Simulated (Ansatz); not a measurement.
PbS:
```
PbS
1.0
   -2.09817     2.09817     2.96520
    2.09817    -2.09817     2.96520
    2.09817     2.09817    -2.96520
Pb S
1 1
Direct
  0.00000   0.00000   0.00000
  0.50000   0.50000   0.00000
```

Relaxed with PBE+D3(BJ).

**Question.** Give the Bader charges and basin volumes of the independent atoms, plane-wave PAW PBE+D3(BJ) (Ansatz code).

**Answer.** 

| atom | Bader charge (e) | Bader volume (Å³) |
|---|---|---|
| Pb1 | +1.00 | 24.7 |
| S2 | -1.00 | 27.6 |

Space group Fm-3m (rock salt). The PBE+D3(BJ) relaxation kept the symmetry of its start. Scalar-relativistic: spin–orbit coupling is off unless named, which matters more the heavier the elements.

Potentials: the later of the program's two PAW sets.
